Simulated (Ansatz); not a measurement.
HfCd in space group P4/nmm (No. 129; Hf on 2c, Cd on 2c), DFT-r²SCAN in the program Ansatz with PAW potentials, all energies at zero smearing, with the estimated change up to a 700 eV cutoff added, with one set of potentials and settings (totals compare only within such a set). Cell of 4 atoms (2 Hf, 2 Cd): -48002.884 eV.

```json
[
 {"element": "Hf", "reference phase": "P6_3/mmc, 2 atoms in the cell", "E (eV/atom)": "-15733.0631"},
 {"element": "Cd", "reference phase": "P6_3/mmc, 2 atoms in the cell", "E (eV/atom)": "-8268.1834"}
]
```

Formation energy per atom, worked out: (-48002.884 − 2×(-15733.0631) − 2×(-8268.1834))/4 = -0.098 eV/atom (-9 kJ per mol of atoms), at 0 K, without zero-point energy or fitted corrections.

The workflow started from a Materials Project entry (that database holds measured and hypothetical structures alike); the Crystallography Open Database copy checked does not list it. With Hf and Cd taken as one species the cell has the higher symmetry Fm-3m, so it may be an ordered model of a mixed-site phase. Whether it is the stable phase at ambient conditions was not checked. The cell was relaxed with r²SCAN under the symmetry of its start; whether a distortion lowers the energy is not shown. No spin polarisation was allowed. The references are the lowest solids computed at this level, not always the standard phases. Spin–orbit coupling is left out wherever it is not named.

Potentials: the later of the program's two PAW sets.
